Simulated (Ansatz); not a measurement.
NaF:
```xyz
2
Lattice="0.0000 2.5453 2.5453 2.5453 0.0000 2.5453 2.5453 2.5453 0.0000" Properties=species:S:1:pos:R:3 pbc="T T T"
Na     0.0000     0.0000     0.0000
F      1.2726     1.2726     1.2726
```

Cartesian axes are those of the cell as given.

**Question.** Give the high-frequency dielectric tensor and the Born effective charge tensors of the independent atoms from DFPT, PBEsol (plane waves, PAW; program Ansatz).

**Answer.** 
ε∞:
```
1.71  0.00  0.00
0.00  1.71  0.00
0.00  0.00  1.71
```
Z* of atom 1 (Na), rows: field, columns: displacement, in e:
```
0.97  0.00  0.00
0.00  0.97  0.00
0.00  0.00  0.97
```
Z* of atom 2 (F), rows: field, columns: displacement, in e:
```
-0.97   0.00   0.00
 0.00  -0.97   0.00
 0.00   0.00  -0.97
```

Space group F-43m (zinc blende). The start of the workflow was typed in or built on a structure type; neither database checked (COD, Materials Project) lists it. It is not the phase usual at ambient conditions (space group No. 225). The PBEsol relaxation kept the symmetry of its start; whether a distortion lowers the energy is not shown.

Potentials: the later of the program's two PAW sets.
